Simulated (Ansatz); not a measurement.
A geometry of TiC away from equilibrium: step 2 of the relaxation of a relaxed TiC cell displaced along its unstable phonon at q = (½, 0, 0) of its primitive reciprocal cell (205i cm⁻¹), largest move 0.15 Å. Computed with PBE (plane waves to 420 eV, PAW, scalar-relativistic; Ansatz, a program for electronic structure). Γ-centred k-mesh 6×7×7 on the run's cell (coarser than for final values), Fermi–Dirac smearing 0.05 eV.

```xyz
12
Lattice="5.7920 0.0000 0.0000 0.0000 2.7152 4.9263 0.0000 -2.7152 4.9263" Properties=species:S:1:pos:R:3:forces:R:3 pbc="T T T" free_energy=-16502.537 pressure_GPa=-0.3
Ti     0.0000    -0.2750     4.8420    0.0000   -1.3615    0.1863
Ti     2.8960     0.2750     4.8420    0.0000    1.3615    0.1863
Ti     0.0000    -1.3828     7.2636    0.0000    0.2504    0.9975
Ti     2.8960    -1.4888     7.0493    0.0000   -0.2400   -0.6840
Ti     0.0000     1.4888     7.0493    0.0000    0.2400   -0.6840
Ti     2.8960     1.3828     7.2636    0.0000   -0.2504    0.9975
C      0.0000     0.1783     0.6501    0.0000    0.4467   -0.1198
C      2.8960    -0.1783     0.6501    0.0000   -0.4467   -0.1198
C      1.4480     0.0000     3.3812    0.0000    0.0000   -0.2156
C      4.3440     0.0000     3.3812    0.0000    0.0000   -0.2156
C      1.4480     0.0000     6.5355    0.0000    0.0000   -0.1642
C      4.3440     0.0000     6.5355    0.0000    0.0000   -0.1642
```

Positions in Å, forces in eV/Å, free energy of the cell in eV (comparable only within this code, potentials and settings). Largest force: 1.37 eV/Å, on Ti1, Ti2 (atoms numbered as listed); the geometry lies 0.46 eV/atom above the end of its relaxation.

No spin polarisation in the result.

The run could not lose the symmetry of its start: the end is stationary, and may be a saddle point rather than a minimum.

The end of the path is a generated cell of TiC: the first start was made by placing the elements on the sites of a structure type, and the end was not matched to a known phase here, so it may be hypothetical. Known forms of TiC include space group No. 225.
